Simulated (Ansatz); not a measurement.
This cell of Pd (fcc, Cu type) is off equilibrium:

```yaml
crystal:
  lattice:
    - [0.00000, 1.92586, 1.90019]
    - [1.92586, 0.00000, 1.90019]
    - [1.92586, 1.92586, 0.00000]
  atoms:
    - { symbol: Pd, position: [0.00000, 0.00000, 0.00000] }
```

Calculation: PBE (plane waves to 420 eV, PAW, scalar-relativistic; Ansatz, a first-principles code). k mesh 20×20×20 (Γ-centred), Fermi-Dirac smearing 0.05 eV. E stands for the smeared free energy. Stress and pressure are positive under compression. With partly filled bands, the response to shear is sensitive to the k mesh, so small differences along c/a are uncertain. Pd is run without spin polarisation. Pd was relaxed with its symmetry unable to fall. The PAW data are Ansatz's earlier set.

What is the stress tensor (GPa)?


```
   17.4      0.0      0.0
    0.0     17.4      0.0
    0.0      0.0     18.3
```
The pressure, a third of the trace, is 17.7 GPa.

It is the relaxed cell deformed to V/V₀ = 0.920, (c/a)/(c/a)₀ = 0.987, c along z, fractional positions held. What is its energy relative to the relaxed cell?

62 meV/atom.

(Under strain, the slope of the energy per volume gives the stress and its curvature an elastic modulus.)
